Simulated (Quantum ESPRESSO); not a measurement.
Ga3InP4, convergence and cost over cutoff and k mesh

Computed values, not a measurement. The program is pw.x of Quantum ESPRESSO 7.5 (plane-wave density functional theory). The cell is made up: 8 atoms on a zincblende/diamond lattice, with randomly drawn elements, strain and displacements, not relaxed. PseudoDojo standard norm-conserving files (v0.5 for PBE, v0.4.1 for LDA and PBEsol) set the functional; there is no spin polarisation, spin-orbit coupling or dispersion term, and the masses in the input are unused placeholders.

Input of the run in row 2:

```
&control calculation='scf', pseudo_dir='./dojo.nc.sr.pbe.v0_5.standard.upf', outdir='./o', disk_io='low', tprnfor=.true., tstress=.true. /
&system ibrav=0, nat=8, ntyp=3, nbnd=42, ecutwfc=79.96652505, nosym=.true., tot_charge=0,
 occupations='smearing', smearing='fd', degauss=0.0018374661
/
&electrons conv_thr=7.350e-09, electron_maxstep=60, /
ATOMIC_SPECIES
Ga 1.0 Ga.upf
In 1.0 In.upf
P 1.0 P.upf
CELL_PARAMETERS angstrom
5.6093 0.0 0.0
0.0 5.6093 0.0
0.0 0.0 5.6093
ATOMIC_POSITIONS angstrom
Ga -0.0082 0.066 -0.0237
Ga 0.0516 2.8315 2.7705
Ga 2.8772 0.0694 2.7647
In 2.7576 2.8084 -0.0442
P 1.4891 1.3465 1.4167
P 1.4005 4.2558 4.177
P 4.1236 1.3712 4.2152
P 4.2514 4.2487 1.3922
K_POINTS automatic
4 4 4 1 1 1
```

The same cell was run at these settings. Meshes are shifted by half a step, and differences are from the last row, which is itself not exact.

| cutoff (eV) | k mesh | k points solved | threshold (eV) | free energy less the last row's (eV) | pressure (GPa) | largest stress difference (GPa) | largest force difference (eV/Å) | iterations | wall time (s) | k-point pools | processor |
| --- | --- | --- | --- | --- | --- | --- | --- | --- | --- | --- | --- |
| 762 | 2 x 2 x 2 | 4 | 1e-04 | 5.497 | -38.66 | 40.22 | 0.023 | 7 | 12 | 4 | Intel Xeon, 2023 or later |
| 1088 | 4 x 4 x 4 | 32 | 1e-07 | 0.009 | 1.53 | 0.02 | 0.001 | 10 | 92 | 4 | Intel Xeon, 2023 or later |
| 1377 | 6 x 6 x 6 | 108 | 1e-07 | 0.000 | 1.55 | 0.00 | 0.000 | 10 | 353 | 4 | Intel Xeon, 2023 or later |

Each pool is one process. Wall times include start-up and a band step at six k points, which weighs most on the coarsest meshes. The runs were on shared virtual cores whose load varied, so times are rough.